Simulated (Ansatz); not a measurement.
**GaP: energy along a strain**

GaP, F-43m, a = 5.451 Å (as given, not relaxed at this level: 2.5 GPa). Ansatz: PBE, PAW, 420 eV, Γ-centred 8×8×8 mesh on 2 atoms, Gaussian smearing 0.05 eV; no spin polarisation. Cell vectors (Å): 0.000 2.725 2.725; 2.725 0.000 2.725; 2.725 2.725 0.000. The cell is strained by x per cent times the pattern (0 0 0 0 0 1) in the order xx yy zz yz xz xy (engineering shears), with fractional coordinates held. y is the free energy over the start, V0 = 20.240 Å³/atom. Symmetry makes y even in x.

| x (%) | y (meV/atom) |
| --- | --- |
| -2.00 | ? |
| -1.00 | 0.59 |
| 0.00 | 0.00 |
| 0.25 | 0.04 |
| 0.50 | 0.15 |
| 0.75 | 0.33 |
| 1.25 | 0.92 |
| 1.50 | 1.32 |
| 1.75 | 1.80 |

Q: Fit y = c2 x² + c4 x⁴ to the other rows, get the stiffness along the pattern, and predict the missing energy.

A: Least squares on the rows shown. y = 0.5893 x² − 0.0006459 x⁴. The clamped-ion stiffness p·C·p = 2 × 5.893 eV × 160.2 / 20.240 Å³ = 93 GPa, which is C66 in these axes (C44 of the cubic crystal) (second derivative at the start, which stands under stress). At x = -2.00 the fit asked for gives 2.35 meV/atom. The run gave 2.35 meV/atom, the same to the digits shown.